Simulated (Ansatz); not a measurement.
Input, command and steps of an Ansatz relaxation.

```yaml
crystal:
  lattice:
    - [0.0, 3.3827330009, 3.3827330009]
    - [3.3827330009, 0.0, 3.3827330009]
    - [3.3827330009, 3.3827330009, 0.0]
  atoms:
    - { symbol: As, position: [0.5, 0.5, 0.5] }
    - { symbol: As, position: [0.75, 0.75, 0.75] }
    - { symbol: Pt, position: [0.0, 0.0, 0.0] }
    - { symbol: Pt, position: [0.25, 0.25, 0.25] }
basis:
  ecutwfc: 420
kpoints:
  mp_grid: { grid: [4, 4, 4] }
hamiltonian:
  xc: pbe
scf:
  occupations: { method: gaussian, width: 0.1 }
  lower_state_search: "off"
output:
  forces: true
  stress: true
  eigenvalues: true
relax:
  adjacent_minimum: "off"
  f_tol: 0.04
  max_steps: 70
  cell: { stress_tol: 0.4 }
```

```bash
ansatz run input.yaml --threads 1 --pin off --max-ram 2560MiB --backend cpu --events-out ev --progress --plain --runs-dir out
```

The calculation used DFT PBE, scalar-relativistic, plane waves, PAW in Ansatz 0.2.0.

Of 5 frames 5 are shown, positions in Å and forces in eV/Å; the SCF threshold varies from step to step. Steps run on the plane waves of an earlier cell, with a Pulay correction in the pressure. The basis is chosen afresh for the last frame, the zero of the energies, and at times for earlier ones too; energy and pressure step there, also at an unchanged geometry.

```xyz
4
Lattice="0.0000 3.3827 3.3827 3.3827 0.0000 3.3827 3.3827 3.3827 0.0000" Properties=species:S:1:pos:R:3:forces:R:3 pbc="T T T" step=1 free_energy_over_end_meV_per_atom=115.70 pressure_GPa=-13.59
As    3.3827    3.3827    3.3827    0.0000    0.0000    0.0000
As    5.0741    5.0741    5.0741    0.0000    0.0000    0.0000
Pt    0.0000    0.0000    0.0000    0.0000    0.0000    0.0000
Pt    1.6914    1.6914    1.6914    0.0000    0.0000    0.0000
4
Lattice="0.0000 3.2178 3.2178 3.2178 0.0000 3.2178 3.2178 3.2178 0.0000" Properties=species:S:1:pos:R:3:forces:R:3 pbc="T T T" step=2 free_energy_over_end_meV_per_atom=1.91 pressure_GPa=2.84
As    3.2178    3.2178    3.2178    0.0000    0.0000    0.0000
As    4.8267    4.8267    4.8267    0.0000    0.0000    0.0000
Pt    0.0000    0.0000    0.0000    0.0000    0.0000    0.0000
Pt    1.6089    1.6089    1.6089    0.0000    0.0000    0.0000
4
Lattice="0.0000 3.2440 3.2440 3.2440 0.0000 3.2440 3.2440 3.2440 0.0000" Properties=species:S:1:pos:R:3:forces:R:3 pbc="T T T" step=3 free_energy_over_end_meV_per_atom=-0.40 pressure_GPa=-0.85
As    3.2440    3.2440    3.2440    0.0000    0.0000    0.0000
As    4.8660    4.8660    4.8660    0.0000    0.0000    0.0000
Pt    0.0000    0.0000    0.0000    0.0000    0.0000    0.0000
Pt    1.6220    1.6220    1.6220    0.0000    0.0000    0.0000
4
Lattice="0.0000 3.2379 3.2379 3.2379 0.0000 3.2379 3.2379 3.2379 0.0000" Properties=species:S:1:pos:R:3:forces:R:3 pbc="T T T" step=4 free_energy_over_end_meV_per_atom=-0.70 pressure_GPa=-0.04
As    3.2379    3.2379    3.2379    0.0000    0.0000    0.0000
As    4.8569    4.8569    4.8569    0.0000    0.0000    0.0000
Pt    0.0000    0.0000    0.0000    0.0000    0.0000    0.0000
Pt    1.6190    1.6190    1.6190    0.0000    0.0000    0.0000
4
Lattice="0.0000 3.2379 3.2379 3.2379 0.0000 3.2379 3.2379 3.2379 0.0000" Properties=species:S:1:pos:R:3:forces:R:3 pbc="T T T" step=5 free_energy_over_end_meV_per_atom=0.00 pressure_GPa=-0.03
As    3.2379    3.2379    3.2379    0.0000    0.0000    0.0000
As    4.8569    4.8569    4.8569    0.0000    0.0000    0.0000
Pt    0.0000    0.0000    0.0000    0.0000    0.0000    0.0000
Pt    1.6190    1.6190    1.6190    0.0000    0.0000    0.0000
```

The start puts this composition into another compound's structure type, which needn't suit it. At the end the space group is Fd-3m (tolerance 0.05 Å).

Time: 10 s on 1 thread of Intel(R) Xeon(R) Platinum 8375C CPU @ 2.90GHz (Ice Lake) (shared host), peak memory 0.4 GiB.

The k mesh is coarse. Spin–orbit coupling is left out, which can shift energies with elements as heavy as these.